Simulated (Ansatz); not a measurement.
Relaxed-ion elastic tensor of B (α-B12, R-3m) in GPa (Voigt order), PBEsol (plane waves, PAW; program Ansatz); density 2.51 g/cm³, 7.15 Å³ per atom.

|  | 1 | 2 | 3 | 4 | 5 | 6 |
|---|---|---|---|---|---|---|
| 1 | 471 | 113 | 46.8 | 25.1 | 0.0 | 0.0 |
| 2 | 113 | 471 | 46.8 | -25.1 | 0.0 | 0.0 |
| 3 | 46.8 | 46.8 | 612 | 0.0 | 0.0 | 0.0 |
| 4 | 25.1 | -25.1 | 0.0 | 206 | 0.0 | 0.0 |
| 5 | 0.0 | 0.0 | 0.0 | 0.0 | 206 | 25.1 |
| 6 | 0.0 | 0.0 | 0.0 | 0.0 | 25.1 | 179 |

Problem. Is the crystal mechanically stable?

Solution. Yes: the smallest eigenvalue of C is 164 GPa.

Problem. Work out the Voigt, Reuss and Hill averages.

Solution. K_V = 219, K_R = 218, K_H = 218; G_V = 208, G_R = 200, G_H = 204 GPa.

Problem. Give Young's modulus, Poisson's ratio, Pugh's ratio and the universal anisotropy index.

Solution. E = 9KG/(3K + G) = 467 GPa; ν = 0.14; K/G = 1.07 (brittle by the Pugh limit of 1.75); A_U = 5G_V/G_R + K_V/K_R − 6 = 0.19.

Problem. Estimate the sound speeds and the Debye temperature.

Solution. v_l = √((K + 4G/3)/ρ) = 14000 m/s, v_t = √(G/ρ) = 9020 m/s, mean 9900 m/s; Θ = (h/k)(3n/4πV)^(1/3) v_m = 1530 K.

Problem. How much does each axis shrink under pressure?

Solution. Linear compressibilities β_i = Σ_j S_ij (j = 1 to 3): x 1.6, y 1.6, z 1.4 per TPa.

Symmetry was held in the PBEsol relaxation.

Potentials: the earlier of the program's two PAW sets. The files were generated under PBE; for other functionals the program regenerates the frozen cores, and for LDA and PBEsol the local potential too.
